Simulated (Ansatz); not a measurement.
Input file for Ansatz (a quantum-chemistry and plane-wave program):

Ansatz 0.2 input:
```yaml
crystal:
  lattice:
    - [2.3987406649, 1.3849135686, 3.1990052136]
    - [-2.3987406649, 1.3849135686, 3.1990052136]
    - [0.0, -2.7698271372, 3.1990052136]
  atoms:
    - { symbol: Bi, position: [0.5, 0.5, 0.5] }
    - { symbol: Te, position: [0.0, 0.0, 0.0] }
kpoints:
  mp_grid: { grid: [19, 19, 19] }
hamiltonian:
  xc: pbesol
  pseudopotentials: { kind: paw }
scf:
  occupations: { method: fermi_dirac, width: 0.1 }
elastic: { mode: relaxed_ion, stencil: two_point, amplitude: 0.005, f_tol: 0.0005 }
```

Output (shortened):

```
Pseudopotentials: kind: paw
Pseudopotential: Bi, paw, valence charge 15
Pseudopotential: Te, paw, valence charge 16
Functional definition: PBEsol
Crystal: 2 atoms, lattice volume = 63.764 Å³
Basis set: ecut = 420 eV, 1241 PW (Γ), exchange–correlation on 60×60×60 points (8 copies of the dense FFT grid, shifted against one another)
Bands: 20, of which v1, the nominal top of the filled ones, is band 16 counted from 1 (15 counted from 0)
Symmetry: 12 space group operations
Space group: R-3m (ITA 166), of the structure as read, at distance tolerance 4.0e-5 Å
k-points: 670 of 6859
PAW frozen core: Bi, regenerated for the run's functional, and the local potential with it
PAW frozen core: Te, regenerated for the run's functional, and the local potential with it
Initial wavefunctions: pseudopotential atomic-orbital guess
Eigensolver: davidson
Functional: x = pbesol(κ = 0.804, μ = 0.12345679012345678), c = pbesol(β = 0.046)
all-band conjugate gradients solve this SCF's bands
SCF 1 converged in 11 iterations: F = -19143.713710 eV  dr2 = 2.59e-14
density extrapolation: transplant  |δρ|_rms = 9.255e-3 e/Å³  SAD shift = 5.870e-3 e/Å³
Crystal: 2 atoms, lattice volume = 63.445 Å³
Basis set: ecut = 420 eV, 1239 PW (Γ), exchange–correlation on 60×60×60 points (8 copies of the dense FFT grid, shifted against one another)
Symmetry: 4 space group operations
k-points: 1810 of 6859
Initial density: handed on by an earlier stage of this run
Initial wavefunctions: those handed on with the density
SCF 2 converged in 9 iterations: F = -19143.713198 eV  dr2 = 5.78e-14
density extrapolation: first-order (α = -2.000)  |δρ|_rms = 9.255e-3 e/Å³  SAD shift = 5.825e-3 e/Å³
Crystal: 2 atoms, lattice volume = 64.082 Å³
SCF 3 converged in 7 iterations: F = -19143.713294 eV  dr2 = 9.31e-15
density extrapolation: transplant  |δρ|_rms = 9.255e-3 e/Å³  SAD shift = 5.837e-3 e/Å³
Crystal: 2 atoms, lattice volume = 63.445 Å³
Basis set: ecut = 420 eV, 1217 PW (Γ), exchange–correlation on 60×60×60 points (8 copies of the dense FFT grid, shifted against one another)
SCF 4 converged in 8 iterations: F = -19143.713362 eV  dr2 = 9.09e-14
density extrapolation: first-order (α = -2.000)  |δρ|_rms = 9.255e-3 e/Å³  SAD shift = 5.793e-3 e/Å³
Crystal: 2 atoms, lattice volume = 64.082 Å³
SCF 5 converged in 7 iterations: F = -19143.713606 eV  dr2 = 1.67e-14
density extrapolation: transplant  |δρ|_rms = 9.255e-3 e/Å³  SAD shift = 3.353e-3 e/Å³
Crystal: 2 atoms, lattice volume = 63.763 Å³
Basis set: ecut = 420 eV, 1237 PW (Γ), exchange–correlation on 60×60×60 points (8 copies of the dense FFT grid, shifted against one another)
SCF 6 converged in 8 iterations: F = -19143.713555 eV  dr2 = 2.09e-14
density extrapolation: first-order (α = -2.000)  |δρ|_rms = 9.255e-3 e/Å³  SAD shift = 3.352e-3 e/Å³
Crystal: 2 atoms, lattice volume = 63.763 Å³
SCF 7 converged in 6 iterations: F = -19143.713557 eV  dr2 = 6.43e-14
SCF converged after 11 iterations
Free energy (F): -19143.713710 eV
Harris-Foulkes:  -19143.713710 eV  (|F-HF|=1.46e-11)
Internal energy: -19143.676133 eV  (E = F + TS)
E sigma→0 (E₀):  -19143.694922 eV
Entropy (-TS):   -0.037576 eV (-18.788 meV/atom)
Fermi energy:    10.531990 eV
--- Per-component energies (eV) ---
  E_band       = -341.908548
  E_kinetic    = 483.272496
  E_local      = -2650.301434  (includes V_loc(G=0)·N_el)
  E_nonlocal   = 254.515654
  E_hartree    = 1243.325753
  E_xc         = -274.169548
  E_vxc        = -248.922553  (∫ρ·V_xc dr)
  E_paw        = -15093.870111  (= ΣΔE_a)
  E_vpaw       = -667.123560  (= ΣTr[D̂ρ^β])
  E_aug_tail   = -0.000654  (compensation charges beyond the density's cutoff)
  E_ewald      = -3106.912857
  E_core_change = 0.464567  (= ΣΔE_core)
  E_smearing   = -0.037576  (= −TS)
  E_closure    = 0.000000  (closes the sum)
  Σ components = -19143.713710   (vs F -19143.713710, Δ=0.00e0)
--- Forces (eV/Å), atoms counted from 1 ---
  atom   1  Bi     0.00000000     0.00000000     0.00000000
  atom   2  Te     0.00000000     0.00000000     0.00000000
  max |Σ_I F_I| component: 0.0 eV/Å
--- Stress (GPa, compression-positive) ---
        0.021721       0.000000       0.000000
        0.000000       0.021721       0.000000
        0.000000       0.000000       0.059907
  P = ⅓ Tr σ = 0.0344 GPa (0.344 kbar)
  The stress holds the Pulay correction. Without it, at fixed plane waves, as pw.x and ABINIT print it: P = 0.0049 GPa
  The stress includes an estimate of the error left by incomplete SCF convergence (largest component  0.0000 GPa; it does not cover the PAW one-centre terms).
--- Band table (eV; the first three rows and the last of 670) ---
  k-point 0: bands = ["-26.6754", "-26.6754", "-26.6344", "-26.6344", "-26.6165", "-12.6158", "-12.6158", "-12.6049", "-12.6049", "-12.5836", "-3.3034", "2.4323", "7.4557", "7.4557", "8.9903", "12.5574", "13.2863", "13.2863", "14.4249", "14.4249"]
  k-point 1: bands = ["-26.6754", "-26.6754", "-26.6344", "-26.6344", "-26.6165", "-12.6158", "-12.6158", "-12.6051", "-12.6046", "-12.5836", "-3.2782", "2.3580", "7.4732", "7.5047", "8.9711", "12.4537", "13.1575", "13.1726", "14.4663", "14.5368"]
  k-point 2: bands = ["-26.6754", "-26.6754", "-26.6344", "-26.6343", "-26.6165", "-12.6158", "-12.6157", "-12.6057", "-12.6038", "-12.5834", "-3.2027", "2.1461", "7.5258", "7.6408", "8.9244", "12.1674", "12.8234", "12.9122", "14.5854", "14.8123"]
  k-point 669: bands = ["-26.6754", "-26.6754", "-26.6325", "-26.6325", "-26.6167", "-12.6263", "-12.6261", "-12.5882", "-12.5837", "-12.5836", "-0.8213", "-0.4359", "7.5634", "7.8978", "8.0077", "8.9860", "9.2236", "9.5766", "18.5745", "19.2980"]
  band table: 20 of 20 bands, residual norms ≤ 1.0e-3 eV
--- Elastic constants: 3 strain directions × 2 members + reference (group order 12) ---
  dense FFT box of the reference and of every strained cell: 30×30×30
  strains applied: 11, 33, 23; error gains …
  C = ∂σ_k/∂η_j (tension-positive GPa; Voigt order 11 22 33 23 13 12):
        93.227     50.834     42.192    -23.151      0.000      0.000
        50.834     93.227     42.192     23.151      0.000      0.000
        42.235     42.235     45.287      0.000      0.000      0.000
       -23.155     23.155      0.000     30.865      0.000      0.000
         0.000      0.000      0.000      0.000     30.865    -23.155
         0.000      0.000      0.000      0.000    -23.151     21.197
  reference stress σ⁰ (GPa):     -0.022     -0.022     -0.060      0.000      0.000      0.000
  moduli (Voigt/Reuss/Hill, GPa): K = 55.81/45.00/50.40   G = 23.02/5.03/14.02   E = 38.50   ν = 0.373
  mechanically stable: yes (min eigenvalue of sym C = 2.38 GPa)
  strain η (Voigt 11):  stress-route row diagonal C_11 = 93.23 GPa, energy-path curvature d²(F+E_count+ΔE)/dδ²/Ω₀ = 93.24 GPa
         δ    σ_11 (GPa)             F (eV)   n_scf  n_hpsi   n_pw
    -5.000e-3      -0.4937      -19143.7131980       9  752068   1257   relax 0 steps, max|allowed force component| 0.00e0 eV/Å
     5.000e-3       0.4386      -19143.7132939       7  703948   1273   relax 0 steps, max|allowed force component| 0.00e0 eV/Å
  strain η (Voigt 33):  stress-route row diagonal C_33 = 45.29 GPa, energy-path curvature d²(F+E_count+ΔE)/dδ²/Ω₀ = 45.29 GPa
         δ    σ_33 (GPa)             F (eV)   n_scf  n_hpsi   n_pw
    -5.000e-3      -0.2889      -19143.7133621       8  276996   1257   relax 0 steps, max|allowed force component| 0.0 eV/Å
     5.000e-3       0.1640      -19143.7136055       7  223971   1272   relax 0 steps, max|allowed force component| 0.0 eV/Å
  strain η (Voigt 23):  stress-route row diagonal C_44 = 30.87 GPa, energy-path curvature d²(F+E_count+ΔE)/dδ²/Ω₀ = 30.89 GPa
         δ    σ_23 (GPa)             F (eV)   n_scf  n_hpsi   n_pw
    -5.000e-3      -0.1553      -19143.7135553       8  698179   1266   relax 0 steps, max|allowed force component| 0.0 eV/Å
     5.000e-3       0.1534      -19143.7135566       6  589881   1267   relax 0 steps, max|allowed force component| 0.00e0 eV/Å
```

Cost: very roughly 5 core-minutes on shared cores.

The first step of the workflow began from a Materials Project structure, measured or hypothetical; the Crystallography Open Database copy checked does not list it. COD files the formula under space group No. 164, 225. Its standing as an ambient phase is unchecked. Symmetry was held in the PBEsol relaxation; whether a distortion lowers the energy is not shown. As this level gives no gap, shear constants depend on the k-mesh and smearing (Fermi–Dirac, 0.1 eV here). Scalar-relativistic: spin–orbit coupling is off unless named, which matters more the heavier the elements.

Potentials: the later of the program's two PAW sets.

Ansatz is a plane-wave DFT program.
